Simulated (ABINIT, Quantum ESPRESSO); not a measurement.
This is a calculation of AlSn for Quantum ESPRESSO 7.5. Atoms were shifted at random by some hundredths of an Å from the given cell, which wasn't relaxed again for these runs. The cell comes from a database or a generator and needn't be the stable form of this composition.

pw.in

```
&CONTROL
  calculation = 'scf'
  prefix = 'pwscf'
  outdir = './tmp'
  pseudo_dir = './pseudo'
  tprnfor = .true.
  tstress = .true.
  disk_io = 'nowf'
/
&SYSTEM
  ibrav = 0
  nat = 2
  ntyp = 2
  ecutwfc = 60
  ecutrho = 480
  nbnd = 15
  occupations = 'smearing'
  smearing = 'fd'
  degauss = 0.00367493
/
&ELECTRONS
  conv_thr = 4d-10
  electron_maxstep = 120
  mixing_beta = 0.5
/
ATOMIC_SPECIES
Sn   118.7100 Sn_pbe_v1.uspp.F.UPF
Al    26.9815 Al.pbe-n-kjpaw_psl.1.0.0.UPF
CELL_PARAMETERS angstrom
   4.1981056157    0.0000000000    0.0000000000
  -2.0990528078    3.6356661109    0.0000000000
   0.0000000000    0.0000000000    3.3068470000
ATOMIC_POSITIONS crystal
Sn     0.3314630000    0.6605900000    0.4958650000
Al     0.0056420000    0.0042750000   -0.0054530000
K_POINTS automatic
7 7 8 0 0 0
```

Potentials or basis: SSSP 1.3 efficiency PBE.

Launch:

```sh
$ OMP_NUM_THREADS=1 pw.x -in pw.in > pw.out
```

Question: What does the same run look like in ABINIT 10.8.3 (patched build)? Potentials or basis there: JTH PAW PBE v2.0, cutoff 599 eV.

Answer: As run (cutoffs and basis follow the program's own potentials, and thresholds, step limits or extra output files can differ):

run.abi

```
# Pseudopotentials
pp_dirpath "./"
pseudos "Sn.GGA_PBE-JTH.xml, Al.GGA_PBE-JTH.xml"

# Structure
acell 7.9332698559 7.9332698558 6.249035166
rprim
     1.0000000000     0.0000000000     0.0000000000
    -0.5000000000     0.8660254038     0.0000000000
     0.0000000000     0.0000000000     1.0000000000
ntypat 2
znucl 50 13
natom 2
typat 1 2
xred
     0.3314630000     0.6605900000     0.4958650000
     0.0056420000     0.0042750000    -0.0054530000
chkprim 0
chksymtnons 0
tolsym 1.0e-6

# Plane-wave basis
ecut 598.650497 eV
pawecutdg 44.0
pawxcdev 0

# k points
kptopt 1
ngkpt 7 7 8
nshiftk 1
shiftk 0.0 0.0 0.0

# Exchange and correlation
ixc 11

# Bands and occupations
nband 13
occopt 3
tsmear 0.00183747

# SCF cycle
nstep 100
tolvrs 1.0e-9

# Output
iomode 3
prtwf 0
prtden 0
prteig 0
prtebands 0
enunit 2
```

Potentials or basis: JTH PAW PBE v2.0.

Command:

```console
$ abinit run.abi > log 2>&1
```

Both were run:

|  | Quantum ESPRESSO | ABINIT |
| --- | --- | --- |
| Pressure | 0.3 GPa | 0.3 GPa |
| Largest force | 0.148 eV/Å | 0.140 eV/Å |
| Energy over the undisturbed cell | 1.4 meV/atom | 1.3 meV/atom |

Pressure is positive in compression.
